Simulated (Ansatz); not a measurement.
Input:

Zr (hcp, Mg type)

```
CELL_PARAMETERS angstrom
      6.46252     0.00000     0.00000
     -1.61563     2.79835     0.00000
      0.00000     0.00000     5.17316
ATOMIC_POSITIONS crystal
  Zr 0.16667 0.66667 0.75000
  Zr 0.66667 0.66667 0.75000
  Zr 0.33333 0.33333 0.25000
  Zr 0.83333 0.33333 0.25000
```

The atoms are displaced by Q × the pattern below (from a DFPT mode at M = (0.5, 0.0, 0.0), largest move 1; Q in Å), at fixed cell. (q is in reciprocal vectors of the primitive cell; the cell shown is doubled to hold the pattern.)

| atom | x | y | z |
|---|---|---|---|
| Zr1 | 0.866 | 0.500 | 0.000 |
| Zr2 | -0.866 | -0.500 | 0.000 |
| Zr3 | -0.866 | -0.500 | 0.000 |
| Zr4 | 0.866 | 0.500 | 0.000 |

Calculation: PBE (plane waves to 420 eV, PAW, scalar-relativistic; Ansatz, an electronic-structure program). k mesh 17×17×9 (Γ-centred), Fermi-Dirac smearing 0.05 eV. Energies are smeared free energies. With partly filled bands, energies and forces of such displacements shift with the k mesh and the smearing. Zr is run without spin polarisation. Zr was relaxed with its symmetry unable to fall. ΔE is measured from the undisplaced structure.

The scan covers Q from -0.100 to 0.100 Å in 13 points.

Q: Which space group does the distorted structure have?

A: Pmmn (No. 59), lowered from P6_3/mmc.

Q: What is the energy change at Q = 0.100 Å?

A: 184 meV/cell.

Q: What harmonic wavenumber does the curvature at Q = 0 give?

A: 173 cm⁻¹.

(For displaced atoms, the force is minus the slope of the energy, and its curvature is a force constant, which sets phonon frequencies.)
